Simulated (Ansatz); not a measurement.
# Bands of TiCd

```xyz
4
Lattice="2.9040 0.0000 0.0000 0.0000 2.9040 0.0000 0.0000 0.0000 8.9540" Properties=species:S:1:pos:R:3 pbc="T T T"
Ti    0.0000    1.4520    5.4440
Ti    1.4520    0.0000    3.5100
Cd    0.0000    1.4520    1.1640
Cd    1.4520    0.0000    7.7900
```

Atom numbers follow the list: Ti1, Ti2, Cd3, Cd4.

The geometry is COD entry 1525204, unchecked; take it as a test cell.

Theory: DFT, PBEsol, all-electron LAPW, scalar-relativistic in Ansatz 0.2.0.

Sampling and basis: a Γ-centred 11×11×4 k mesh, Fermi–Dirac smearing of 0.08 eV, basis error target 1 meV/atom, no spin polarisation.

Points in fractions of the reciprocal vectors of this cell: Γ (0, 0, 0), X (0, 0.5, 0), M (0.5, 0.5, 0), Z (0, 0, 0.5), R (0, 0.5, 0.5), A (0.5, 0.5, 0.5). The path runs Γ–X–M–Γ–Z–R–A–Z–X. Energies are in eV from the Fermi level; (×n) counts levels within 4 meV of each other, which need not be degenerate by symmetry.

Question: Metal or insulator at this level of theory?

Answer: No gap opens: metallic or semimetallic.

Question: Tabulate bands 30 to 35, counted from the lowest band of the run, along the path.

Answer: 
```json
{"k (1/Å)": "0.00", "point": "Γ", "band 30": "-1.94", "band 31": "-1.49", "band 32": "-0.32", "band 33": "0.06", "band 34": "1.18", "band 35": "1.18"}
{"k (1/Å)": "0.15", "point": "", "band 30": "-1.87", "band 31": "-1.44", "band 32": "-0.29", "band 33": "0.11", "band 34": "1.13", "band 35": "1.19"}
{"k (1/Å)": "0.31", "point": "", "band 30": "-1.67", "band 31": "-1.30", "band 32": "-0.33", "band 33": "0.33", "band 34": "0.98", "band 35": "1.21"}
{"k (1/Å)": "0.46", "point": "", "band 30": "-1.42", "band 31": "-1.07", "band 32": "-0.48", "band 33": "0.67", "band 34": "0.80", "band 35": "1.22"}
{"k (1/Å)": "0.62", "point": "", "band 30": "-1.20", "band 31": "-0.79", "band 32": "-0.70", "band 33": "0.55", "band 34": "0.83", "band 35": "1.18"}
{"k (1/Å)": "0.77", "point": "", "band 30": "-1.10", "band 31": "-0.93", "band 32": "-0.64", "band 33": "0.00", "band 34": "0.74", "band 35": "1.10"}
{"k (1/Å)": "0.93", "point": "", "band 30": "-1.77", "band 31": "-1.06", "band 32": "-0.96", "band 33": "0.00", "band 34": "0.54", "band 35": "1.02"}
{"k (1/Å)": "1.08", "point": "X", "band 30": "-2.32", "band 31": "-1.02", "band 32": "-1.02", "band 33": "0.29", "band 34": "0.29", "band 35": "1.00"}
{"k (1/Å)": "1.24", "point": "", "band 30": "-2.24", "band 31": "-0.98", "band 32": "-0.98", "band 33": "0.23", "band 34": "0.23", "band 35": "0.96"}
{"k (1/Å)": "1.39", "point": "", "band 30": "-1.98", "band 31": "-0.95", "band 32": "-0.95", "band 33": "0.21", "band 34": "0.21", "band 35": "0.84"}
{"k (1/Å)": "1.55", "point": "", "band 30": "-1.58", "band 31": "-1.04", "band 32": "-1.04", "band 33": "0.30", "band 34": "0.30", "band 35": "0.91"}
{"k (1/Å)": "1.70", "point": "", "band 30": "-1.37", "band 31": "-0.82", "band 32": "-0.82", "band 33": "0.27", "band 34": "0.27", "band 35": "1.40"}
{"k (1/Å)": "1.85", "point": "", "band 30": "-1.40", "band 31": "-0.18", "band 32": "-0.18", "band 33": "0.37", "band 34": "0.37", "band 35": "1.91"}
{"k (1/Å)": "2.01", "point": "", "band 30": "-1.38", "band 31": "0.48", "band 32": "0.48", "band 33": "0.63", "band 34": "0.63", "band 35": "2.09"}
{"k (1/Å)": "2.16", "point": "M", "band 30": "-1.37", "band 31": "0.78", "band 32": "0.78", "band 33": "0.85", "band 34": "0.85", "band 35": "2.09"}
{"k (1/Å)": "2.38", "point": "", "band 30": "-1.25", "band 31": "-0.18", "band 32": "0.11", "band 33": "0.84", "band 34": "0.97", "band 35": "2.06"}
{"k (1/Å)": "2.60", "point": "", "band 30": "-0.97", "band 31": "-0.95", "band 32": "-0.69", "band 33": "0.93", "band 34": "0.98", "band 35": "1.74"}
{"k (1/Å)": "2.82", "point": "", "band 30": "-0.89", "band 31": "-0.71", "band 32": "-0.56", "band 33": "0.61", "band 34": "0.88", "band 35": "1.27"}
{"k (1/Å)": "3.04", "point": "", "band 30": "-0.93", "band 31": "-0.80", "band 32": "-0.33", "band 33": "0.54", "band 34": "0.63", "band 35": "1.11"}
{"k (1/Å)": "3.26", "point": "", "band 30": "-1.39", "band 31": "-1.13", "band 32": "-0.20", "band 33": "0.34", "band 34": "0.81", "band 35": "1.19"}
{"k (1/Å)": "3.47", "point": "", "band 30": "-1.79", "band 31": "-1.39", "band 32": "-0.25", "band 33": "0.13", "band 34": "1.08", "band 35": "1.19"}
{"k (1/Å)": "3.69", "point": "Γ", "band 30": "-1.94", "band 31": "-1.49", "band 32": "-0.32", "band 33": "0.06", "band 34": "1.18", "band 35": "1.18"}
{"k (1/Å)": "3.74", "point": "", "band 30": "-1.96", "band 31": "-1.49", "band 32": "-0.35", "band 33": "0.06", "band 34": "1.18", "band 35": "1.18"}
{"k (1/Å)": "3.79", "point": "", "band 30": "-2.01", "band 31": "-1.49", "band 32": "-0.44", "band 33": "0.06", "band 34": "1.18", "band 35": "1.18"}
{"k (1/Å)": "3.84", "point": "", "band 30": "-2.10", "band 31": "-1.49", "band 32": "-0.57", "band 33": "0.06", "band 34": "1.19", "band 35": "1.19"}
{"k (1/Å)": "3.89", "point": "", "band 30": "-2.24", "band 31": "-1.49", "band 32": "-0.69", "band 33": "0.06", "band 34": "1.19", "band 35": "1.19"}
{"k (1/Å)": "3.94", "point": "", "band 30": "-2.43", "band 31": "-1.49", "band 32": "-0.79", "band 33": "0.06", "band 34": "1.19", "band 35": "1.19"}
{"k (1/Å)": "3.99", "point": "", "band 30": "-2.64", "band 31": "-1.49", "band 32": "-0.86", "band 33": "0.06", "band 34": "1.19", "band 35": "1.19"}
{"k (1/Å)": "4.04", "point": "Z", "band 30": "-2.76", "band 31": "-1.49", "band 32": "-0.88", "band 33": "0.06", "band 34": "1.19", "band 35": "1.19"}
{"k (1/Å)": "4.20", "point": "", "band 30": "-2.70", "band 31": "-1.44", "band 32": "-0.82", "band 33": "0.09", "band 34": "1.19", "band 35": "1.20"}
{"k (1/Å)": "4.35", "point": "", "band 30": "-2.55", "band 31": "-1.30", "band 32": "-0.66", "band 33": "0.20", "band 34": "1.20", "band 35": "1.22"}
{"k (1/Å)": "4.51", "point": "", "band 30": "-2.34", "band 31": "-1.11", "band 32": "-0.47", "band 33": "0.39", "band 34": "1.22", "band 35": "1.26"}
{"k (1/Å)": "4.66", "point": "", "band 30": "-2.05", "band 31": "-0.89", "band 32": "-0.30", "band 33": "0.57", "band 34": "0.90", "band 35": "1.18"}
{"k (1/Å)": "4.82", "point": "", "band 30": "-1.77", "band 31": "-0.78", "band 32": "-0.16", "band 33": "0.02", "band 34": "0.76", "band 35": "1.10"}
{"k (1/Å)": "4.97", "point": "", "band 30": "-1.64", "band 31": "-1.13", "band 32": "-1.08", "band 33": "0.04", "band 34": "0.59", "band 35": "1.02"}
{"k (1/Å)": "5.13", "point": "R", "band 30": "-1.95", "band 31": "-1.54", "band 32": "-1.54", "band 33": "0.32", "band 34": "0.32", "band 35": "1.00"}
{"k (1/Å)": "5.28", "point": "", "band 30": "-1.91", "band 31": "-1.46", "band 32": "-1.46", "band 33": "0.29", "band 34": "0.29", "band 35": "1.00"}
{"k (1/Å)": "5.44", "point": "", "band 30": "-1.82", "band 31": "-1.27", "band 32": "-1.27", "band 33": "0.27", "band 34": "0.27", "band 35": "1.04"}
{"k (1/Å)": "5.59", "point": "", "band 30": "-1.75", "band 31": "-1.08", "band 32": "-1.08", "band 33": "0.43", "band 34": "0.43", "band 35": "1.17"}
{"k (1/Å)": "5.74", "point": "", "band 30": "-1.67", "band 31": "-0.99", "band 32": "-0.99", "band 33": "0.87", "band 34": "0.87", "band 35": "1.45"}
{"k (1/Å)": "5.90", "point": "", "band 30": "-1.28", "band 31": "-0.91", "band 32": "-0.91", "band 33": "1.53", "band 34": "1.53", "band 35": "1.82"}
{"k (1/Å)": "6.05", "point": "", "band 30": "-1.18", "band 31": "-0.49", "band 32": "-0.49", "band 33": "2.04", "band 34": "2.04", "band 35": "2.26"}
{"k (1/Å)": "6.21", "point": "A", "band 30": "-1.19", "band 31": "-0.23", "band 32": "-0.23", "band 33": "2.06", "band 34": "2.06", "band 35": "2.68"}
{"k (1/Å)": "6.43", "point": "", "band 30": "-1.22", "band 31": "-1.11", "band 32": "-0.01", "band 33": "1.65", "band 34": "1.92", "band 35": "2.11"}
{"k (1/Å)": "6.65", "point": "", "band 30": "-1.31", "band 31": "-0.90", "band 32": "0.44", "band 33": "0.57", "band 34": "1.11", "band 35": "1.39"}
{"k (1/Å)": "6.86", "point": "", "band 30": "-1.24", "band 31": "-0.70", "band 32": "0.28", "band 33": "0.47", "band 34": "0.70", "band 35": "0.75"}
{"k (1/Å)": "7.08", "point": "", "band 30": "-1.68", "band 31": "-0.79", "band 32": "-0.10", "band 33": "0.59", "band 34": "0.59", "band 35": "0.89"}
{"k (1/Å)": "7.30", "point": "", "band 30": "-2.32", "band 31": "-1.13", "band 32": "-0.44", "band 33": "0.33", "band 34": "0.83", "band 35": "1.32"}
{"k (1/Å)": "7.52", "point": "", "band 30": "-2.64", "band 31": "-1.39", "band 32": "-0.75", "band 33": "0.13", "band 34": "1.09", "band 35": "1.29"}
{"k (1/Å)": "7.74", "point": "Z", "band 30": "-2.76", "band 31": "-1.49", "band 32": "-0.88", "band 33": "0.06", "band 34": "1.19", "band 35": "1.19"}
{"k (1/Å)": "7.90", "point": "", "band 30": "-2.57", "band 31": "-1.44", "band 32": "-0.80", "band 33": "0.09", "band 34": "1.18", "band 35": "1.20"}
{"k (1/Å)": "8.06", "point": "", "band 30": "-2.17", "band 31": "-1.30", "band 32": "-0.61", "band 33": "0.22", "band 34": "1.17", "band 35": "1.22"}
{"k (1/Å)": "8.23", "point": "", "band 30": "-1.75", "band 31": "-1.10", "band 32": "-0.47", "band 33": "0.45", "band 34": "1.07", "band 35": "1.22"}
{"k (1/Å)": "8.39", "point": "", "band 30": "-1.42", "band 31": "-0.87", "band 32": "-0.49", "band 33": "0.56", "band 34": "0.85", "band 35": "1.18"}
{"k (1/Å)": "8.55", "point": "", "band 30": "-1.26", "band 31": "-0.86", "band 32": "-0.53", "band 33": "0.00", "band 34": "0.74", "band 35": "1.10"}
{"k (1/Å)": "8.71", "point": "", "band 30": "-1.75", "band 31": "-1.13", "band 32": "-0.91", "band 33": "0.01", "band 34": "0.55", "band 35": "1.02"}
{"k (1/Å)": "8.88", "point": "X", "band 30": "-2.32", "band 31": "-1.02", "band 32": "-1.02", "band 33": "0.29", "band 34": "0.29", "band 35": "1.00"}
```
